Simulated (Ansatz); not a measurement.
## zincblende-structured PmBi

The computed numbers are results of PBE+U (U_eff = 6 eV on Pm 4f), scalar-relativistic (collinear spin) in the plane-wave PAW code Ansatz at 600 eV, Γ-centred 8×8×8 mesh, 0.05 eV Gaussian smearing; PAW files: Ansatz's generated set soft_2.

```yaml
crystal:
  lattice:
    - [0.00000, 3.62061, 3.62061]
    - [3.62061, 0.00000, 3.62061]
    - [3.62061, 3.62061, 0.00000]
  atoms:
    - { symbol: Pm, position: [0.00000, 0.00000, 0.00000] }
    - { symbol: Bi, position: [0.25000, 0.25000, 0.25000] }
```

This is a trial structure: such lanthanide and actinide compounds mostly take the rock-salt structure.

Magnetic state: ferromagnetic, site spin moments Pm 4.05; Bi -0.05 μB.

Problem. Which orbitals make up the states within about 0.6 eV of each band edge?

Solution. Valence edge: Bi 6p 67 %, Pm 5d 30 %. Conduction edge: Pm 4f 97 %. Shares are among the projected shells; the gap is 0.58 eV.

Density of states (tetrahedra, averaged over 0.4 eV; states/eV per cell of 2 atoms; energy in eV from the Fermi level; projections on Löwdin-orthogonalised atomic orbitals, summed over sites):

```tsv
E	total	Pm 4f down	Bi 6p	Pm 5d up	Pm 5d down	Pm 4f up
-2.45	0.0	0.0	0.0	0.0	0.0	0.0
-2.05	1.2	0.0	0.6	0.2	0.1	0.0
-1.65	3.7	0.0	2.2	0.4	0.4	0.0
-1.25	1.7	0.0	1.0	0.4	0.2	0.0
-0.85	5.7	0.0	3.3	1.1	1.0	0.0
-0.45	2.7	0.0	2.0	0.2	0.4	0.0
-0.05	0.0	0.0	0.0	0.0	0.0	0.0
0.35	7.5	0.0	0.0	0.1	0.0	7.3
0.75	0.4	0.0	0.0	0.3	0.0	0.0
1.15	1.5	0.0	0.1	0.8	0.5	0.0
1.55	2.0	0.1	0.1	1.0	0.7	0.0
1.95	11.0	7.1	0.1	2.5	1.0	0.0
2.35	4.4	0.3	0.3	1.4	2.0	0.0
2.75	12.5	9.4	0.2	0.5	1.9	0.0
3.15	2.3	0.4	0.3	0.9	0.3	0.0
3.55	3.1	0.0	0.6	0.9	0.8	0.0
3.95	2.9	0.0	0.7	0.4	1.0	0.0
4.35	2.0	0.0	0.6	0.2	0.6	0.0
4.75	1.8	0.0	0.5	0.2	0.3	0.0
5.15	1.7	0.0	0.4	0.2	0.3	0.0
```

Formal charges Pm³⁺, Bi³⁻ leave Pm³⁺ with an open 4f⁴ shell. A part-filled shell gives a gap only if something splits it: here the Hubbard U pushes the occupied f orbitals down and the empty ones up, perhaps past the metal's d band, and the gap is 0.58 eV.

Spin–orbit coupling, left out here, shifts 6p levels by as much as this gap and could close it. The valence edge mixes anion p with metal states, so the bond is partly covalent and the gap isn't a plain transfer from Bi to Pm.

Hund's first rule gives Pm³⁺ with 4 f electrons 4 unpaired spins, a spin moment of 4 μB; the run has 4.05 μB on Pm (atomic spheres) and 4.05 f electrons on orthogonalised orbitals. The moment is close to the ion's, so in this run the shell is localised and nearly fully polarised. Without spin–orbit coupling the orbital moment, which opposes the spin in such a shell (free ion: L = 6 beside 2S = 4), is missing, so this isn't the moment that neutrons would see.

With a Hubbard U or exact exchange the result depends on the state in which the open shell ends, and a lower one can't be excluded. These numbers lack spin–orbit coupling. Site moments are of spin, integrated over atomic spheres. No antiparallel order was tried.

The open shells may stand above their lowest state, and forces and pressures are less sure for it.
